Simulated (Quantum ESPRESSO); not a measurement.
# Band energies of Cs2LiYCl6

```
CELL_PARAMETERS angstrom
      0.00000     5.31383     5.31383
      5.31383     0.00000     5.31383
      5.31383     5.31383     0.00000
ATOMIC_POSITIONS crystal
  Li 0.50000 0.50000 0.50000
  Cl 0.75032 0.24968 0.24968
  Cl 0.24968 0.75032 0.75032
  Cl 0.24968 0.75032 0.24968
  Cl 0.75032 0.24968 0.75032
  Cl 0.24968 0.24968 0.75032
  Cl 0.75032 0.75032 0.24968
  Y  0.00000 0.00000 0.00000
  Cs 0.75000 0.75000 0.75000
  Cs 0.25000 0.25000 0.25000
```

PBEsol (pw.x of Quantum ESPRESSO, ONCV potentials, scalar-relativistic); path ΓXWKΓLUWLK,UX; energies in eV from the valence-band maximum.

```csv
k (1/Å),point,band 33,band 34,band 35,band 36,band 37,band 38,band 39,band 40
0.00,Γ,-0.22,-0.22,0.00,0.00,0.00,4.83,4.83,4.83
0.20,,-0.28,-0.28,-0.12,-0.12,0.00,4.85,4.95,4.95
0.59,X,-0.69,-0.69,-0.43,-0.43,-0.02,4.94,5.34,5.34
0.59,W,-0.64,-0.64,-0.52,-0.24,-0.24,5.12,5.12,5.34
0.80,K,-0.63,-0.53,-0.45,-0.39,-0.12,5.01,5.26,5.28
1.01,,-0.52,-0.33,-0.29,-0.27,-0.20,5.05,5.07,5.13
1.43,Γ,-0.22,-0.22,0.00,0.00,0.00,4.83,4.83,4.83
1.77,,-0.27,-0.27,-0.23,-0.23,-0.15,4.96,5.03,5.03
1.94,L,-0.33,-0.33,-0.27,-0.27,-0.27,5.00,5.08,5.08
2.30,U,-0.63,-0.53,-0.45,-0.39,-0.12,5.01,5.26,5.28
2.30,W,-0.64,-0.64,-0.52,-0.24,-0.24,5.12,5.12,5.34
2.44,,-0.53,-0.52,-0.43,-0.25,-0.24,5.10,5.11,5.28
2.58,,-0.38,-0.38,-0.33,-0.28,-0.25,5.04,5.09,5.14
2.72,L,-0.33,-0.33,-0.27,-0.27,-0.27,5.00,5.08,5.08
2.84,,-0.36,-0.35,-0.32,-0.30,-0.24,5.03,5.10,5.12
3.08,K,-0.63,-0.53,-0.45,-0.39,-0.12,5.01,5.26,5.28
3.08,U,-0.63,-0.53,-0.45,-0.39,-0.12,5.01,5.26,5.28
3.29,X,-0.69,-0.69,-0.43,-0.43,-0.02,4.94,5.34,5.34
```

The PBEsol gap is direct, 4.83 eV at Γ. Another valence extremum on the path lies within 0.02 eV, too close to call.

Geometry of the Materials Project entry, not relaxed at this level.
